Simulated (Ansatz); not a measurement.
# In₂Ag: enthalpy against pressure

In₂Ag, I4/mcm, a = 6.790 Å, c = 5.667 Å. The structure is a COD entry; whether it is the stable form wasn't checked. Ansatz: PBEsol, PAW, 420 eV, Γ-centred 8×8×8 mesh on 6 atoms, Gaussian smearing 0.10 eV; no spin polarisation. Cell and atoms are relaxed at each pressure, and no other structure is tried, so the rows at high pressure may lie past a change of phase. y is the enthalpy over the state at zero pressure; there V0 = 21.774 Å³/atom. The pressures are the targets, met within 0.04 GPa.

| P (GPa) | y (eV/atom) |
| --- | --- |
| -1.0 | -0.1370 |
| 0.0 | 0.0000 |
| 1.0 | 0.1349 |
| 4.0 | 0.5292 |
| 12.0 | 1.5221 |
| 25.0 | 2.9989 |
| 50.0 | ? |
| 90.0 | 9.3452 |

Task: Fit y = c1 P + c2 P² + c3 P³ to the other rows, say what c1 and c2 mean, and predict the missing value.

Result: Least squares on the rows shown. y = 0.13457 P − 0.00067858 P² + 3.7460×10⁻⁶ P³. Since dH/dP = V, c1 is V0: 0.13457 eV/GPa × 160.2 = 21.558 Å³ against 21.774; c2 = −V0/(2B0) gives B0 = 99 GPa, where a Birch–Murnaghan fit to the volumes of the same runs (not shown) gives 67 GPa: a cubic over this range folds the higher terms into c2. Above P = −c2/(3 c3) = 60 GPa the cubic's slope, the volume, would rise with pressure, so the form fails there. At P = 50.0 the fit asked for gives 5.5003 eV/atom. The run gave 5.6026 eV/atom, so the fit is 0.1023 eV/atom too low, 1.1 % of the span of the series, against an rms of 0.0012 eV/atom on the fitted rows. With a term in P⁴ added, a fit to the same known rows predicts 5.6013 eV/atom, so most of the miss is curvature that the known rows already hold.

The mesh isn't the same in all rows (8×8×8, 10×10×10).